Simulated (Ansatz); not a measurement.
SrO (rock salt), relaxed and computed with several functionals in Ansatz (plane waves, PAW).

```
functional       a (Å)    gap (eV)  B₀ by P(V) fit (GPa)
----------  ----------  ----------  --------------------
LDA              5.064        3.12                   104
PBE         (withheld)  (withheld)            (withheld)
HSE06            5.153        4.79                  92.5
```

### Question
Fill in the missing entries.

### Answer

- PBE, a (Å): 5.195
- PBE, gap (eV): 3.33
- PBE, B₀ by P(V) fit (GPa): 84.5

All cells were relaxed under the symmetry of their starts (and spin orders); stability against distortions was not tested throughout. Spin–orbit coupling is left out wherever it is not named.

Potentials: the later of the program's two PAW sets.

Ansatz (an electronic-structure program) is a plane-wave DFT program.
